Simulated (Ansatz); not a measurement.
One crystal and one scan (frozen-phonon scan) at two levels, PBE (plane waves to 420 eV, PAW, scalar-relativistic; Ansatz, a program for electronic structure) and r2SCAN (plane waves to 500 eV, PAW, scalar-relativistic; Ansatz), each from its own relaxed cell and on its own mesh. The cell shown is that of PBE.

Starting cell, Si (diamond):

```
CELL_PARAMETERS angstrom
      0.00000     5.46988     5.46988
      2.73494     0.00000     2.73494
      2.73494     2.73494     0.00000
ATOMIC_POSITIONS crystal
  Si 0.25000 0.50000 0.50000
  Si 0.75000 0.50000 0.50000
  Si 0.37500 0.75000 0.75000
  Si 0.87500 0.75000 0.75000
```

A phonon eigenvector at L = (0.5, 0.0, 0.0) is frozen into this cell: atom i moves by Q times the vector below, so Q is the largest atomic displacement, in Å. The cell is held. (q is in reciprocal vectors of the primitive cell; the cell shown is doubled to hold the pattern.)

```
atom       x       y       z
----  ------  ------  ------
Si1   -0.577   0.577   0.577
Si2    0.577  -0.577  -0.577
Si3   -0.577   0.577   0.577
Si4    0.577  -0.577  -0.577
```

Si was relaxed with its symmetry unable to fall. The PAW data are Ansatz's earlier set. Both scans cover Q from -0.100 to 0.100 Å.

ΔE (meV/cell), each from the undisplaced structure of its own level:

```json
[
 {"Q (Å)": "-0.100", "PBE": "344", "r2SCAN": "370"},
 {"Q (Å)": "-0.083", "PBE": "236", "r2SCAN": "253"},
 {"Q (Å)": "-0.067", "PBE": "149", "r2SCAN": "160"},
 {"Q (Å)": "-0.050", "PBE": "83", "r2SCAN": "withheld"},
 {"Q (Å)": "-0.033", "PBE": "37", "r2SCAN": "40"},
 {"Q (Å)": "-0.017", "PBE": "9", "r2SCAN": "10"},
 {"Q (Å)": "0.000", "PBE": "0", "r2SCAN": "0"},
 {"Q (Å)": "0.017", "PBE": "9", "r2SCAN": "10"},
 {"Q (Å)": "0.033", "PBE": "37", "r2SCAN": "40"},
 {"Q (Å)": "0.050", "PBE": "83", "r2SCAN": "withheld"},
 {"Q (Å)": "0.067", "PBE": "149", "r2SCAN": "160"},
 {"Q (Å)": "0.083", "PBE": "236", "r2SCAN": "253"},
 {"Q (Å)": "0.100", "PBE": "344", "r2SCAN": "370"}
]
```

Question: Estimate the r2SCAN value at -0.050 from the PBE value there and the ratio of the two levels in the two nearest given rows on that side of the minimum.

Answer: At -0.067 and -0.033 the ratio r2SCAN/PBE averages 1.077, which gives 1.077 × 83 = 89 meV/cell. The calculation gives 89 meV/cell, +7.2 % against PBE.

(For displaced atoms, the force is minus the slope of the energy, and its curvature is a force constant, which sets phonon frequencies.)
